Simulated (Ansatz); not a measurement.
A distorted cell of RbCaH$_{3}$ (cubic perovskite):

```
CELL_PARAMETERS angstrom
      8.79667     0.00000     0.00000
      4.39833     4.39833     0.00000
      4.39833     0.00000     4.39833
ATOMIC_POSITIONS crystal
  Rb 0.00000 0.00000 0.00000
  Rb 0.50000 0.00000 0.00000
  Ca 0.75000 0.50000 0.50000
  Ca 0.25000 0.50000 0.50000
  H  0.98287 0.03426 0.50000
  H  0.51713 0.96574 0.50000
  H  0.50940 0.50000 0.50000
  H  0.99060 0.50000 0.50000
  H  0.02652 0.50000 0.94695
  H  0.47348 0.50000 0.05305
```

The numbers are results of LDA (plane waves to 420 eV, PAW, scalar-relativistic; Ansatz, an electronic-structure program), not measurements. k mesh 8×8×8 (Γ-centred), Fermi-Dirac smearing 0.05 eV. Compression counts positive. RbCaH3 was relaxed with its symmetry unable to fall.

What forces act on the atoms (eV/Å, Cartesian)?


```json
[
 {"atom": "Rb1", "Fx": "0.000", "Fy": "0.000", "Fz": "0.000"},
 {"atom": "Rb2", "Fx": "0.000", "Fy": "0.000", "Fz": "0.000"},
 {"atom": "Ca3", "Fx": "0.000", "Fy": "0.000", "Fz": "0.000"},
 {"atom": "Ca4", "Fx": "0.000", "Fy": "0.000", "Fz": "0.000"},
 {"atom": "H5", "Fx": "0.000", "Fy": "-0.874", "Fz": "0.000"},
 {"atom": "H6", "Fx": "0.000", "Fy": "0.874", "Fz": "0.000"},
 {"atom": "H7", "Fx": "-0.467", "Fy": "0.000", "Fz": "0.000"},
 {"atom": "H8", "Fx": "0.467", "Fy": "0.000", "Fz": "0.000"},
 {"atom": "H9", "Fx": "0.000", "Fy": "0.000", "Fz": "1.428"},
 {"atom": "H10", "Fx": "0.000", "Fy": "0.000", "Fz": "-1.428"}
]
```

Give the stress tensor in GPa and the pressure.


```
   0.26     0.00     0.00
   0.00     0.79     0.00
   0.00     0.00     1.87
```
The pressure, a third of the trace, is 0.97 GPa.

(For displaced atoms, the force is minus the slope of the energy, and its curvature is a force constant, which sets phonon frequencies.)
